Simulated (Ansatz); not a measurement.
## FeN3ClO3: ⁵⁷Fe Mössbauer parameters

Cell: a measured structure from the Crystallography Open Database (COD), ions relaxed with PBE at fixed cell.

```cif
data_FeN3ClO3
_symmetry_space_group_name_H-M 'P6_3mc'
_symmetry_Int_Tables_number 186
_cell_length_a 7.1701
_cell_length_b 7.1701
_cell_length_c 6.0403
_cell_angle_alpha 90.000
_cell_angle_beta 90.000
_cell_angle_gamma 120.000
loop_
_atom_site_label
_atom_site_type_symbol
_atom_site_symmetry_multiplicity
_atom_site_Wyckoff_symbol
_atom_site_fract_x
_atom_site_fract_y
_atom_site_fract_z
Fe Fe 2 b 0.6667 0.3333 0.2847
N N 6 c 0.7921 0.5841 0.1831
Cl Cl 2 b 0.6667 0.3333 0.6564
O O 6 c 0.8638 0.7277 0.0616
```

One atom of each set is listed.

The numbers come from a DFT calculation in Ansatz (PBE, plane waves and PAW, scalar-relativistic, collinear spin, 420 eV cutoff, Γ-centred 6×6×6 k-points, Fermi–Dirac smearing 0.05 eV). Start moments as typed (μB): 3 on each Fe, none on the rest.

Isomer shifts (against α-Fe) follow from the electron density at the nucleus, δ = α(ρ − ρ₀), with α = -0.366 mm s⁻¹ a₀³ and ρ₀ = 14904.00 a₀⁻³ from a line fitted to 10 measured compounds at this level of theory (rms miss 0.11 mm/s). ΔE_Q = ½eQV_zz(1 + η²/3)^½ with Q = 0.160 b for the 14.4 keV state.

Q: Where do the absorption lines lie?

A: Fe (2 atoms a cell): δ = -0.12, |ΔE_Q| = 0.28 mm/s, a doublet at -0.26 and 0.02 mm/s.

With these PAW files V_zz is typically within 2 to 3 % of all-electron values, but misses above 10 % occur on Fe. The start moments die out, and the run ends without spin.

The relaxation (7 steps) took 30 min of wall time (30 min of CPU time) and 1.3 GiB at its peak, on 1 thread of Arm Neoverse N1 (aarch64; 36 cores open to the job, memory cap 3.0 GiB, no GPU), a shared host with a load of 0.9 a core.
